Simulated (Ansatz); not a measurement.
Ag (fcc, Cu type)

```
Ag
1.0
    4.14918     0.00000     0.00000
    0.00000     4.14918     0.00000
    0.00000     0.00000     4.14918
Ag
4
Direct
  0.00000   0.00000   0.00000
  0.50000   0.50000   0.00000
  0.50000   0.00000   0.50000
  0.00000   0.50000   0.50000
```

In each cell atom 2 (Ag, nearest neighbour Ag at 2.934 Å; its periodic images, 4.1 Å or more away, move with it) moves by s·(-0.707, 0.000, -0.707) (towards the nearest neighbour), the rest being held.

Computed with PBE (plane waves to 420 eV, PAW, scalar-relativistic; Ansatz, a program for electronic structure). k mesh 9×9×9 (Γ-centred), Fermi-Dirac smearing 0.05 eV. Energies are smeared free energies. With partly filled bands, energies and forces of such displacements shift with the k mesh and the smearing. On this mesh the relaxed cell isn't quite at rest: it carries a pressure of -0.1 GPa (compression positive) at the zero of the scan. Ag was relaxed with its symmetry unable to fall. The PAW data are Ansatz's earlier set. The zero of ΔE is the undisplaced structure. The last digit holds for this mesh only.

```
s (Å)   ΔE (meV/cell)
------  -------------
-0.290          207.6
-0.232       withheld
-0.174           71.2
-0.116           31.2
-0.058            7.7
0.000             0.0
0.058             7.7
0.116            31.2
0.174            71.2
0.232        withheld
0.290           207.6
```

Fit an even polynomial form (powers 2, 4) to the given rows and predict ΔE at s = -0.232.

Least squares on the 9 given rows: ΔE = (2287)·s² + (2158)·s⁴, in meV/cell with s in Å; root-mean-square residual 0.02 meV/cell. At -0.232 the fit gives 129.3 meV/cell; the calculation gives 129.3 meV/cell, the same to the digits shown. The quadratic term alone would give 123.1 meV/cell.

(For displaced atoms, the force is minus the slope of the energy, and its curvature is a force constant, which sets phonon frequencies.)
